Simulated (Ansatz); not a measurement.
Here is the system:

SiNF:
```xyz
9
Lattice="0.1579 0.1024 -5.3792 1.6313 -4.6890 0.0000 -4.8091 0.0000 0.0000" Properties=species:S:1:pos:R:3 pbc="T T T"
Si    -1.4833    -2.0316    -4.1890
Si    -3.1101    -2.5992    -1.7853
Si    -3.0179    -0.0809    -2.9545
N     -1.9775    -0.4924    -4.1334
F     -2.2381    -2.8842    -0.2925
N     -3.6295    -1.0641    -1.8118
F      0.0432    -2.2723    -4.5189
F      0.5944    -3.7078    -1.5400
N     -1.9910    -3.1626    -2.9810
```

This is the r²SCAN-relaxed structure. Cartesian axes are those of the cell as given.

### Question
All from plane-wave PAW r²SCAN (Ansatz code), unless another level is named. Give the band gap.

### Answer
4.31 eV (indirect).

### Question
Give the hole effective mass.

### Answer
2.7, 4.8, 11 mₑ (principal values).

### Question
Give the conduction-band minimum.

### Answer
at Γ.

### Question
And the valence-band maximum?

### Answer
off the standard path, at k = (0.302, 0.490, 0.458) in fractions of the reciprocal vectors.

Space group P1. The start of the workflow was typed in or built on a structure type; neither database checked (COD, Materials Project) lists it. Its standing as an ambient phase is unchecked. The cell was relaxed with r²SCAN; its stability against distortions is not shown here.

Potentials: the earlier of the program's two PAW sets. The files were generated under PBE; for other functionals the program regenerates the frozen cores, and for LDA and PBEsol the local potential too.
